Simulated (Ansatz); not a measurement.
Li (fcc (Cu type), Fm-3m) at seven volumes, DFT-LDA in the program Ansatz with PAW potentials, scaled uniformly. One row is withheld.

| V (Å³/atom) | P (GPa) |
|---|---|
| 17.263 | 1.65 |
| 17.832 | ? |
| 18.401 | 0.48 |
| 18.970 | 0.00 |
| 19.539 | -0.42 |
| 20.108 | -0.79 |
| 20.677 | -1.12 |

Problem. Fit the shown pressures and predict the withheld one.

Solution. P = (3/2)B₀(x^(7/2) − x^(5/2))[1 + (3/4)(B′ − 4)(x − 1)] with x = (V₀/V)^(2/3). Least squares on the six rows gives V₀ = 18.971 Å³/atom, B₀ = 15.0 GPa, B′ = 3.30. At V = 17.832, x = 1.0421 and P = 1.03 GPa. The run itself gave 1.02 GPa.

The workflow started from a Materials Project entry (that database holds measured and hypothetical structures alike); the Crystallography Open Database files this formula in space group No. 225, but the cells were not matched. It is not the phase usual at ambient conditions (space group No. 229). The LDA relaxation kept the symmetry of its start; phonons on a q-mesh show no instability.

Potentials: the later of the program's two PAW sets.
